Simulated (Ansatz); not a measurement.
# VPO4, several self-consistent solutions

```yaml
crystal:
  lattice:
    - [2.61580, -3.88690, 0.00000]
    - [2.61580, 3.88690, 0.00000]
    - [0.00000, 0.00000, 6.28470]
  atoms:
    - { symbol: V, position: [0.00000, 0.00000, 0.00000] }
    - { symbol: V, position: [0.00000, 0.00000, 0.50000] }
    - { symbol: P, position: [0.64900, 0.35100, 0.25000] }
    - { symbol: P, position: [0.35100, 0.64900, 0.75000] }
    - { symbol: O, position: [0.75510, 0.24490, 0.04890] }
    - { symbol: O, position: [0.24490, 0.75510, 0.54890] }
    - { symbol: O, position: [0.24490, 0.75510, 0.95110] }
    - { symbol: O, position: [0.75510, 0.24490, 0.45110] }
    - { symbol: O, position: [0.77560, 0.71180, 0.25000] }
    - { symbol: O, position: [0.22440, 0.28820, 0.75000] }
    - { symbol: O, position: [0.71180, 0.77560, 0.75000] }
    - { symbol: O, position: [0.28820, 0.22440, 0.25000] }
```

Computed with plane-wave PAW DFT (Ansatz 0.2.0): r2SCAN with U_eff = 1.0 eV on V d (all-electron-ortho-atomic projectors), 500 eV cutoff, 5×5×4 Γ-centred mesh, fermi-dirac occupations of width 0.050 eV. The atoms are fixed and numbered as listed; spin is collinear, without spin-orbit coupling.

The cycle has several fixed points for this cell. Moments (μB):

```json
{"state": "A", "V1": "1.52", "V2": "-1.52", "other atoms together": "0.00", "size of the net moment a cell": "0.00"}
{"state": "B", "V1": "0.00", "V2": "0.00", "other atoms together": "0.00", "size of the net moment a cell": "0.00"}
{"state": "C", "V1": "1.53", "V2": "1.53", "other atoms together": "-0.02", "size of the net moment a cell": "4.00"}
```

Site moments are taken in small spheres that don't touch (radius about 0.4 of the atom's shortest bond), so those of the magnetic atoms read low, and they needn't add up to the net moment. State B was run without spin polarisation.

Rank the states by energy at zero smearing.

State A (antiparallel, compensated) is lowest; C (parallel moments) lies 3.6 meV above it, B (without moments) lies 285 meV above it, all counted an atom of the cell.

Which states have a gap on the mesh, and what pressure does each exert on this cell?

A: gap 1.70 eV, 1.8 GPa; B: a narrow gap at most, -0.4 GPa; C: gap 1.31 eV, 2.1 GPa (positive in compression). Moments take up room: without them the pressure is lower, so that state wants a smaller cell.

Compare the parallel order C with the antiparallel order A.

Between C and A the moments keep their size (1.53 against 1.52 μB in the mean), so the difference mostly measures the exchange between the flipped sites: the antiparallel order gains 22 meV for each V atom. The nearest flipped pair stands 3.14 Å apart. Flipped pairs are linked through O; the widest V–O–V angle among the nearer links is 98°, at 3.14 Å between the metal atoms. Links near a right angle give weak superexchange that is often ferromagnetic, yet here the antiparallel order wins.

How much does the cell gain by forming moments?

285 meV an atom of the cell, or 1709 meV for each V atom, against state B, which has none. A run without spin would miss this and give wrong energies and forces. That state isn't the paramagnet, which keeps its moments, so this is no ordering energy, and a U raises it further by its penalty on part-filled orbitals.

The cell is that of a Crystallography Open Database entry, unchanged.

Caveats: only orders that fit this cell and collinear spins were tried, so the true order may need a larger cell or canted moments; atoms and cell are not relaxed, and each state would relax in its own way; the U is a value in common use, not computed for this crystal; the k mesh is coarse, so differences of a few meV are uncertain where a state is a metal; one start a pattern, so a lower state of the same pattern may exist; the atoms stand off equilibrium, with forces up to 0.5 eV/Å.
